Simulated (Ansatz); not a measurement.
# Ta4O: zone-centre modes

Method: Ansatz 0.2.0, DFT PBE, scalar-relativistic, plane waves, PAW. Settings: 420 eV plane-wave cutoff, Γ-centred 8×8×16 mesh, Fermi-Dirac smearing of 0.15 eV. No spin polarisation. Phonons by linear response, acoustic sum rule imposed.

Equilibrium structure at this level:
```xyz
5
Lattice="2.9666 -4.6650 0.0023 2.9666 4.6650 0.0023 -0.6195 0.0000 2.8427" Properties=species:S:1:pos:R:3 pbc="T T T"
Ta    2.9666    2.2908    0.0023
Ta    4.2594    0.0000    1.7045
Ta    2.9666   -2.2908    0.0023
Ta    1.0543    0.0000    1.1428
O     2.9666    0.0000    0.0023
```

It was reached by relaxing an invented guess, and it needn't be the stable form of this composition. In a metal, frequencies depend on the k mesh and the smearing, soft modes most. Spin–orbit coupling is left out, which matters for heavy elements.

Q: Is this structure stable against zone-centre distortions?

A: Yes, at Γ: no optical mode is imaginary. Strains and other wave vectors aren't tested by this run.

Q: List the optical modes at Γ (i marks imaginary ones).

A:
| frequency (meV) | degeneracy |
| --- | --- |
| 11.1 | 1 |
| 13.5 | 1 |
| 14.0 | 1 |
| 15.0 | 1 |
| 16.2 | 1 |
| 16.9 | 1 |
| 18.5 | 1 |
| 19.4 | 1 |
| 26.1 | 1 |
| 34.7 | 1 |
| 49.0 | 1 |
| 69.4 | 1 |
